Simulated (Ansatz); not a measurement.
Si$_{3}$P$_{4}$:
```
Si3P4
1.0
   -4.04314     4.04314     4.04314
    4.04314    -4.04314     4.04314
    4.04314     4.04314    -4.04314
Si P
6 8
Cartesian
  3.03235   0.00000   2.02157
  1.01078   0.00000   6.06471
  2.02157   3.03235   0.00000
  6.06471   1.01078   0.00000
  0.00000   2.02157   3.03235
  0.00000   6.06471   1.01078
  4.04048   4.04048   4.04048
  0.00265   4.04579  -0.00265
  4.04579  -0.00265   0.00265
 -0.00265   0.00265   4.04579
  2.01891   2.01891   2.01891
 -2.01891   2.02422   2.01891
  2.01891  -2.01891   2.02422
  2.02422   2.01891  -2.01891
```

Relaxed with r²SCAN. Special points in fractions of this cell's reciprocal vectors: Γ (0.000, 0.000, 0.000); H (0.500, -0.500, 0.500); N (0.000, 0.000, 0.500); P (0.250, 0.250, 0.250).

List the band energies nearest the Fermi level at these points for the program Ansatz at the r²SCAN level (PAW).

In eV from the Fermi level; about four levels below and three above (degenerate sets whole), none deeper than 8.9 eV; points with the same levels are listed once.

| k | below | above |
|---|---|---|
| Γ | -0.89 -0.01 -0.01 -0.01 | 0.18 0.18 0.55 0.55 0.55 |
| H | -2.28 -2.28 -2.28 -2.28 -2.28 -2.28 -1.30 -1.30 | 1.44 1.44 1.44 1.44 1.44 1.44 |
| N | -1.32 -1.32 -0.31 -0.31 | 1.34 1.34 1.83 1.83 |
| P | -0.81 -0.81 -0.81 -0.81 | 2.07 2.07 2.07 2.07 |

Space group I-43d. The cell is a constructed one: a structure type filled with these elements; neither database checked (COD, Materials Project) lists it. Whether it is the stable phase at ambient conditions was not checked. The cell was relaxed with r²SCAN under the symmetry of its start; its stability against distortions is not shown here.

Potentials: the later of the program's two PAW sets.
